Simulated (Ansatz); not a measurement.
Cu Kα1 powder pattern (kinematic, no thermal factors).
2θ (°) (relative intensity): 10.43 (100), 20.95 (4), 21.18 (64), 23.67 (2), 29.97 (32), 30.13 (1), 31.66 (3), 31.97 (26), 36.99 (64), 38.41 (2), 42.66 (10), 43.14 (27), 44.27 (16), 44.50 (10), 48.10 (10), 48.43 (2), 48.53 (11), 53.11 (7), 53.41 (11), 54.08 (2), 54.48 (3), 62.28 (12), 62.65 (8), 63.16 (2), 63.71 (3), 66.13 (1), 66.57 (7), 66.93 (2), 70.30 (2), 70.99 (2), 71.56 (4), 71.90 (1), 72.07 (4), 74.36 (4), 75.04 (14), 78.76 (6), 79.89 (5), 82.27 (2), 82.68 (2), 83.01 (2), 86.16 (3), 86.57 (3), 86.82 (3), 86.87 (1), 87.36 (2)

The pattern is computed from a structure relaxed with DFT PBE, scalar-relativistic, plane waves, PAW in Ansatz 0.2.0. No spin polarisation. Its elements are Be, Mg, S.

**Question.** Give the structure.

**Answer.** Mg₃BeS.
Space group P4mm (No. 99). a = 4.191 Å, b = 4.191 Å, c = 8.472 Å, α = 90.00°, β = 90.00°, γ = 90.00°
```tsv
atom	site	symmetry	x	y	z
Mg	2c	2mm.	0.5000	0.0000	0.8919
Mg	1b	4mm	0.5000	0.5000	0.6140
Be	1b	4mm	0.5000	0.5000	0.3218
S	1b	4mm	0.5000	0.5000	0.0926
```

A pattern alone doesn't exclude other cells with like lines; this is the one computed.

Another cell of Mg3BeS relaxed alike, in P-31m, lies 0.33 eV/atom lower, so this cell isn't the stable form at this level.

The structure comes from a generated guess; another structure or a mixture of phases may lie lower.
